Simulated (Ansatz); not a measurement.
Consider the following.

Starting cell, AgCl (rock salt):

```xyz
4
Lattice="0.0000 5.6115 5.6115 2.8057 0.0000 2.8057 2.8057 2.8057 0.0000" Properties=species:S:1:pos:R:3 pbc="T T T"
Cl     0.0000     0.0000     0.0000
Cl     2.8057     5.6115     2.8057
Ag     2.8057     2.8057     2.8057
Ag     2.8057     5.6115     5.6115
```

A phonon eigenvector at L = (0.5, 0.0, 0.0) is frozen into this cell: atom i moves by Q times the vector below, so Q is the largest atomic displacement, in Å. The cell is held. (q is in reciprocal vectors of the primitive cell; the cell shown is doubled to hold the pattern.)

```tsv
atom	x	y	z
Cl1	-0.577	0.577	0.577
Cl2	0.577	-0.577	-0.577
```

Atoms not listed stay in place.

These are PBE (plane waves to 420 eV, PAW, scalar-relativistic; Ansatz, a quantum-chemistry and plane-wave program) values and carry that method's errors. k mesh 5×10×10 (Γ-centred), Fermi-Dirac smearing 0.05 eV. Energies are smeared free energies. AgCl was relaxed with its symmetry unable to fall. The zero of ΔE is the undisplaced structure.

The scan covers Q from -0.100 to 0.100 Å in 13 points.

Q: Is this a single well or a double well?

A: A single well with its minimum at or next to zero displacement.

Q: Which space group does the distorted structure have?

A: R-3m (No. 166), lowered from Fm-3m.

Q: What is the energy change at Q = 0.100 Å?

A: 41.7 meV/cell.

Q: What harmonic wavenumber does the curvature at Q = 0 give?

A: 178 cm⁻¹.

(A displaced cell: forces are minus the slopes of the energy, force constants its curvatures, and phonons follow from these.)
